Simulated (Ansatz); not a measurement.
## ZnO, first-principles data

ZnO:
```xyz
4
Lattice="3.2370 0.0000 0.0000 -1.6185 2.8033 0.0000 0.0000 0.0000 6.0492" Properties=species:S:1:pos:R:3 pbc="T T T"
Zn     0.0000     0.0000     4.5369
Zn     0.0000     0.0000     1.5123
O      0.0000     1.8689     1.5123
O      1.6185     0.9344     4.5369
```

Space group P6_3/mmc (No. 194); conventional cell a = b = 3.2370 Å, c = 6.0492 Å, α = β = 90.00°, γ = 120.00°.

Method: r²SCAN+D4 in the plane-wave PAW code Ansatz. The cell and atoms are relaxed at this level. Other levels are named where they apply.

Cell and energy:

- Volume per atom: 13.72 Å³
- Density: 4.92 g/cm³
- Formation energy from the elements (no fitted shifts): -1.34 eV/atom

Electronic structure:

Band gap: 1.07 eV (direct)
Valence-band maximum: at Γ
Conduction-band minimum: at Γ
Electron effective mass: 0.16, 0.16, 0.39 mₑ (principal values)
Hole effective mass, band 1 of 2 at the edge: 1.6 along x (mₑ)
Hole effective mass, band 2 of 2 at the edge: 0.55 along x (mₑ)
HSE06 gap on the r²SCAN+D4 cell: 2.37 eV

Mechanics:

Bulk modulus (Birch–Murnaghan fit): 27.9 GPa
Pressure derivative B′: 9.7

Dielectric response:

- Electronic dielectric constant ε∞ (DFPT) = 4.85 (xx = yy), 3.44 (zz)
- Born charges (a third of the trace) = Zn +2.04, O -2.04 e

Phonons:

- Highest zone-centre frequency (without LO–TO term): 549 cm⁻¹
- Zone-centre stability: unstable, softest mode 35i cm⁻¹

Charges:

- Bader charges = Zn +1.24, O -1.24 e

The workflow started from a Materials Project entry (that database holds measured and hypothetical structures alike); the Crystallography Open Database copy checked does not list it. It is not the phase usual at ambient conditions (space group No. 186). The cell was relaxed with r²SCAN+D4 under the symmetry of its start; phonons show weakly imaginary modes. The references are the lowest solids computed at this level, not always the standard phases (solids in place of the gases).

Potentials: the later of the program's two PAW sets.
